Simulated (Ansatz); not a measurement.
### Question
Each is relaxed and computed with PBEsol in the plane-wave PAW code Ansatz. Which is the only metal?
(A) Si3W5, I4/mcm (Si on 4a, Si on 8h, W on 16k, W on 4b)
(B) WO3, ReO3 type
(C) Si3N4, I-43d (N on 16c, Si on 12b)
(D) SiGe, wurtzite

### Answer
A, Si3W5, I4/mcm (Si on 4a, Si on 8h, W on 16k, W on 4b). Si3W5: metal; WO3: gap 0.59 eV (indirect); SiGe: gap 0.35 eV (indirect); Si3N4: gap 3.95 eV (indirect). Not the usual ambient phase: Si3N4, I-43d (N on 16c, Si on 12b). Standing as an ambient phase not checked: Si3W5, I4/mcm (Si on 4a, Si on 8h, W on 16k, W on 4b); WO3, ReO3 type; SiGe, wurtzite. Unstable at this level: WO3, ReO3 type. All cells were relaxed under the symmetry of their starts (and spin orders); stability against distortions was not tested throughout. Named crystals with no word on spin ran without spin polarisation. Scalar-relativistic: spin–orbit coupling is off unless named, which matters more the heavier the elements.

Potentials: the earlier of the program's two PAW sets. The files were generated under PBE; for other functionals the program regenerates the frozen cores, and for LDA and PBEsol the local potential too.
